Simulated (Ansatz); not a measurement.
Relaxed-ion elastic tensor of BaS (rock salt, Fm-3m) in GPa (Voigt order), the program Ansatz at the PBEsol level (PAW); density 4.43 g/cm³, 31.73 Å³ per atom.

```
 104  17.7  17.7   0.0   0.0   0.0
17.7   104  17.7   0.0   0.0   0.0
17.7  17.7   104   0.0   0.0   0.0
 0.0   0.0   0.0  18.2   0.0   0.0
 0.0   0.0   0.0   0.0  18.2   0.0
 0.0   0.0   0.0   0.0   0.0  18.2
```

Problem. Is the crystal mechanically stable?

Solution. Yes: the smallest eigenvalue of C is 18.2 GPa.

Problem. Work out the Voigt, Reuss and Hill averages.

Solution. K_V = 46.5, K_R = 46.5, K_H = 46.5; G_V = 28.2, G_R = 23.7, G_H = 26.0 GPa.

Problem. Give Young's modulus, Poisson's ratio, Pugh's ratio and the universal anisotropy index.

Solution. E = 9KG/(3K + G) = 65.7 GPa; ν = 0.26; K/G = 1.79 (near the Pugh limit of 1.75, no verdict); A_U = 5G_V/G_R + K_V/K_R − 6 = 0.95.

Problem. Estimate the sound speeds and the Debye temperature.

Solution. v_l = √((K + 4G/3)/ρ) = 4280 m/s, v_t = √(G/ρ) = 2420 m/s, mean 2690 m/s; Θ = (h/k)(3n/4πV)^(1/3) v_m = 253 K.

Problem. Give the Zener ratio and Young's modulus along [100], [110] and [111].

Solution. A = 2C44/(C11 − C12) = 0.42; 1/E = S11 − 2(S11 − S12 − S44/2)Γ with Γ = 0, 1/4, 1/3 gives 99.1, 55.5, 48.4 GPa.

Problem. Solve the Christoffel equation for the three sound speeds along [100], [110], [111].

Solution. Eigenvalues of C_ijkl n_j n_l equal ρv². In km/s, slowest first: [100] 2.03, 2.03, 4.85; [110] 2.03, 3.12, 4.23; [111] 2.81, 2.81, 4.00.

The PBEsol relaxation kept the symmetry of its start. Scalar-relativistic: spin–orbit coupling is off unless named, which matters more the heavier the elements.

Potentials: the later of the program's two PAW sets.
